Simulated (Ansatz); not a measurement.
**What internal relaxation does to the elastic constants of Ta₂C**

Level of theory: Ansatz, DFT LDA, scalar-relativistic, plane waves, PAW. Settings: 420 eV plane-wave cutoff, Γ-centred 18×18×10 mesh, Fermi-Dirac smearing of 0.15 eV. No spin polarisation.

Equilibrium structure at this level:
```yaml
crystal:
  lattice:
    - [3.07713, 0.00000, 0.00000]
    - [-1.53856, 2.66487, 0.00000]
    - [0.00000, 0.00000, 4.88815]
  atoms:
    - { symbol: Ta, position: [0.33333, 0.66667, 0.25308] }
    - { symbol: Ta, position: [0.66667, 0.33333, 0.74692] }
    - { symbol: C, position: [0.00000, 0.00000, 0.00000] }
```

In a metal, frequencies and elastic constants depend on the k mesh and the smearing, soft modes and shear constants most. Spin–orbit coupling is left out, which can shift energies with elements as heavy as these.

Clamped-ion constants (GPa, Voigt order; atoms follow the strain homogeneously):
C11 = 523.3, C12 = 188.2, C13 = 181.3, C14 = -56.9, C22 = 523.3, C23 = 181.3, C24 = 56.9, C33 = 563.0, C44 = 186.0, C55 = 186.0, C56 = -56.9, C66 = 167.6 GPa; the others vanish.

What are the constants once the atoms relax in each strained cell?

Results:

C11 = 506.8, C12 = 172.3, C13 = 158.7, C14 = -52.4, C22 = 506.8, C23 = 158.7, C24 = 52.4, C33 = 531.3, C44 = 124.2, C55 = 124.2, C56 = -52.5, C66 = 167.2 GPa; the others vanish.
The Voigt shear modulus goes from 178.5 to 153.5 GPa and the Voigt bulk modulus from 301.2 to 280.5 GPa. Relaxation subtracts ΛᵀK⁻¹Λ/V, with Λ the forces that a strain puts on the atoms and K the zone-centre force constants. At a stable cell this can only lower the diagonal constants, and it acts only for strains that share their symmetry with an optical mode; elsewhere, and where the coupling is weak, the constants hardly move.